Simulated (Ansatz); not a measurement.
AlBi₂Se₃:
```
CELL_PARAMETERS angstrom
      3.69467     0.00000     0.00000
     -1.84734     3.19968     0.00000
      0.00000     0.00000    12.08506
ATOMIC_POSITIONS crystal
  Se 0.33333 0.66667 0.61810
  Bi 0.66667 0.33333 0.82660
  Se 0.00000 0.00000 0.00000
  Bi 0.33333 0.66667 0.17340
  Se 0.66667 0.33333 0.38190
  Al 0.00000 0.00000 0.50000
```

Relaxed with PBE+D3(BJ). Special points in fractions of this cell's reciprocal vectors: Γ (0.000, 0.000, 0.000); M (0.500, 0.000, 0.000); K (0.333, 0.333, 0.000); A (0.000, 0.000, 0.500); L (0.500, 0.000, 0.500); H (0.333, 0.333, 0.500).

Problem. List the band energies nearest the Fermi level at these points for the program Ansatz at the PBE+D3(BJ) level (PAW).

Solution. In eV from the Fermi level; about four levels below and three above (degenerate sets whole), none deeper than 8.9 eV; points with the same levels are listed once.

```
k                          below                above
-  -----------------------------  -------------------
Γ  -1.49 -1.49 -1.16 -1.16 -0.89       0.15 2.43 2.43
M        -2.74 -1.82 -1.34 -0.65       0.07 0.93 2.16
K  -3.35 -3.35 -2.00 -0.29 -0.29       1.17 1.74 1.74
A        -1.43 -1.43 -1.18 -1.18  1.42 1.96 2.36 2.36
L        -2.88 -2.61 -2.54 -1.68       0.21 0.51 0.69
H  -2.41 -2.41 -1.52 -1.21 -1.21       0.40 2.41 2.41
```

Space group P-3m1. A made-up cell: these elements were put on the sites of a structure type; neither database checked (COD, Materials Project) lists it. Its standing as an ambient phase is unchecked. The PBE+D3(BJ) relaxation kept the symmetry of its start; of distortions, only those at the zone centre were tested, and some modes there are weakly imaginary. With an odd number of electrons in the cell and no spin polarisation, the count alone makes it a metal. Spin–orbit coupling is left out wherever it is not named.

Potentials: the later of the program's two PAW sets.
